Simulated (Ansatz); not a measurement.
Rb (bcc, W type)

```cif
data_Rb2
_chemical_formula_sum 'Rb2'
_space_group_name_H-M_alt 'Im-3m'
_space_group_IT_number 229
_space_group_name_Hall '-I 4 2 3'
_cell_length_a 5.57509
_cell_length_b 5.57509
_cell_length_c 5.57509
_cell_angle_alpha 90.000
_cell_angle_beta 90.000
_cell_angle_gamma 90.000
loop_
_atom_site_label
_atom_site_type_symbol
_atom_site_symmetry_multiplicity
_atom_site_Wyckoff_symbol
_atom_site_fract_x
_atom_site_fract_y
_atom_site_fract_z
_atom_site_occupancy
Rb1 Rb 2 a 0.00000 0.00000 0.00000 1
```
(The calculation used a cell of 1 atom; values per cell refer to that cell.)

This relaxed cell (volume V₀) is scaled evenly in all directions, its shape held. Symmetry pins the atoms to their sites.

Level of theory: PBEsol (plane waves to 420 eV, PAW, scalar-relativistic; Ansatz, a first-principles code). k mesh 12×12×12 (Γ-centred), Fermi-Dirac smearing 0.05 eV. Energies are smeared free energies. Rb was relaxed with its symmetry unable to fall. ΔE is measured from the relaxed starting cell. The last digit holds for this mesh only.

```tsv
V (Å³/atom)	ΔE (meV/atom)
77.977	8.9
79.710	5.4
81.443	2.9
83.176	1.2
84.908	0.2
86.641	0.0
88.374	0.4
90.107	1.3
91.840	2.8
93.573	4.8
95.305	7.2
```

What is the fitted pressure derivative B₀′?

3.7.

What bulk modulus B₀ follows from a third-order Birch-Murnaghan fit?

2.9 GPa.

(Under strain, the slope of the energy per volume gives the stress and its curvature an elastic modulus.)
